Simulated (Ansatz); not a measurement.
Ru (bcc (W type), Im-3m) at seven volumes, PBE in the plane-wave PAW code Ansatz, scaled uniformly. One row is withheld.

```csv
V (Å³/atom),P (GPa)
12.950,33.13
13.377,20.12
13.804,9.18
14.231,0.00
14.658,-7.70
15.084,-14.15
15.511,?
```

Question: Fit the shown pressures and predict the withheld one.

Answer: P = (3/2)B₀(x^(7/2) − x^(5/2))[1 + (3/4)(B′ − 4)(x − 1)] with x = (V₀/V)^(2/3). Least squares on the six rows gives V₀ = 14.231 Å³/atom, B₀ = 280 GPa, B′ = 4.81. At V = 15.511, x = 0.9442 and P = -19.61 GPa. The run itself gave -19.54 GPa.

The start of the workflow was typed in or built on a structure type; neither database checked (COD, Materials Project) lists it. It is not the phase usual at ambient conditions (space group No. 194). Symmetry was held in the PBE relaxation; whether a distortion lowers the energy is not shown. The run is not spin-polarised.

Potentials: the later of the program's two PAW sets.
